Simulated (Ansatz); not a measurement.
Here is an unrelaxed guess for ScSbSe3.

```yaml
crystal:
  lattice:
    - [4.47447, 0.00000, 0.00000]
    - [0.00000, 4.47447, 0.00000]
    - [0.00000, 0.00000, 7.48943]
  atoms:
    - { symbol: Sc, position: [0.50000, 0.50000, 0.00000] }
    - { symbol: Sb, position: [0.00000, 0.00000, 0.00000] }
    - { symbol: Se, position: [0.00000, 0.00000, 0.27778] }
    - { symbol: Se, position: [0.00000, 0.00000, 0.72222] }
    - { symbol: Se, position: [0.50000, 0.50000, 0.50000] }
```

Computed with DFT PBE, scalar-relativistic, plane waves, PAW in Ansatz 0.2.0. Cutoff 420 eV; k points 4×4×2 on the computed 5-atom cell (Γ-centred); Gaussian smearing, width 0.10 eV; no spin polarisation.

Energies over the elements count from the elements' standard structures at the same level, with no fitted energy shifts.

Q: How far from equilibrium is it?

A: The pressure is 12.8 GPa (the mean over three directions, positive in compression), the largest force is 11.56 eV/Å, and the energy is +1.29 eV/atom against the elements. The shortest distance is 2.08 Å.

Q: How much does it gain on relaxing, and where does it end?

A: Relaxing gains about 1.1 eV/atom (the start's value is from the coarse mesh, so the gain is rough) in 14 ionic steps and ends at +0.15 eV/atom on the finer mesh. The symmetry stays P4/mmm (No. 123). The volume per atom shrinks by 11.7 %, from 30.0 to 26.5 Å³. The shortest distance goes from 2.08 Å (Sb–Se) to 2.57 Å (Se–Se). The ratio c/a of the conventional cell changes by a factor of 1.23. Conventional cell: a = 4.002 Å, c = 8.271 Å. Around Sc lie 4 Sb at 2.83 Å; Sb is surrounded by 4 Sc at 2.83 Å and 2 Se at 2.85 Å; Se on a site of symmetry 4mm has 1 Se at 2.57 Å, 1 Sb at 2.85 Å and 4 Se at 3.11 Å; 1 more site not described.

The last run used a 10×10×6 mesh (in the run's order of axes) for its 5-atom cell and Gaussian smearing of 0.10 eV. Spin–orbit coupling, which can matter for Sb, is left out. The reference form of Se is held partly by dispersion forces, which this level lacks. The relaxation can't lower the symmetry of the start. A structure relaxed within its symmetry needn't be a true minimum. Another cell of ScSbSe3 relaxed alike, in P4mm, lies 0.70 eV/atom lower, so this cell isn't the stable form at this level.
